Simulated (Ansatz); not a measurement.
Consider the following.

TiO:
```yaml
crystal:
  lattice:
    - [4.05893, 0.00000, 0.00000]
    - [0.00000, 4.05893, 0.00000]
    - [0.00000, 0.00000, 4.05893]
  atoms:
    - { symbol: Ti, position: [0.50000, 0.50000, 0.00000] }
    - { symbol: Ti, position: [0.00000, 0.50000, 0.50000] }
    - { symbol: Ti, position: [0.50000, 0.00000, 0.50000] }
    - { symbol: O, position: [0.00000, 0.50000, 0.00000] }
    - { symbol: O, position: [0.50000, 0.00000, 0.00000] }
    - { symbol: O, position: [0.00000, 0.00000, 0.50000] }
```
The run is spin-polarised, in the one order tried: ferromagnetic.

This is the r²SCAN-relaxed structure.

Problem. All from plane-wave PAW r²SCAN (Ansatz code), unless another level is named. Give the net moment.

Solution. 0.23 μB per atom.

Problem. Predict the Bader charges.

Solution. Ti +1.34, O -1.34 e.

Space group Pm-3m. The first step of the workflow began from a Materials Project structure, measured or hypothetical; the Crystallography Open Database copy checked does not list it. COD files the formula under space group No. 12, 225. Whether it is the stable phase at ambient conditions was not checked. The cell was relaxed with r²SCAN under the symmetry of its start; its stability against distortions is not shown here. Spin order of the final state: ferromagnetic, the only order run, not a proven ground state. Other orbital occupations within this spin state were not tried. No Hubbard U is applied.

Potentials: the later of the program's two PAW sets.
